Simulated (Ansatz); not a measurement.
Notes on B2W

```
B W
1.0
     3.00791    0.00000    0.00000
    -1.50396    2.60493    0.00000
     0.00000    0.00000   13.99443
B W
8 4
Direct
  0.33330 0.66670 0.97570
  0.66660 0.33330 0.47570
  0.33330 0.66670 0.52430
  0.66670 0.33340 0.02430
  0.33330 0.66670 0.75000
  0.66660 0.33330 0.25000
  0.00000 0.00000 0.25000
  0.00000 0.00000 0.75000
  0.33330 0.66670 0.13759
  0.66660 0.33330 0.63759
  0.33330 0.66670 0.36241
  0.66670 0.33340 0.86241
```

The numbers come from plane-wave PAW DFT (Ansatz): r2SCAN, no spin polarisation, 500 eV, 13×13×3 Γ-centred k points, fermi-dirac occupations (width 0.1 eV). Nothing was relaxed.

Charges: Bader charges in e: B -0.63 to -0.46, W +1.07. In the mean W gives up most and B takes most, against the order of Pauling's electronegativities.
At the Fermi level: It is a metal, with about 2.9 states/eV a cell as the mean within 0.25 eV of the Fermi level, mostly W d (80 %) and B p (18 %).
Forces: The largest is on W9 (and as large on other atoms): 0.88 eV/Å, components (0.00, 0.00, -0.88). It makes 0° with the line to a nearest neighbour, B1 at 2.27 Å, pointing towards it.
Formation energy: -0.33 eV an atom against the elements' usual phases (free molecules for gases, crystals otherwise, with no correction for O₂ or N₂), so it is bound against them; other compounds may still compete. Relaxing would lower it.

Origin: a database entry at a rescaled volume.
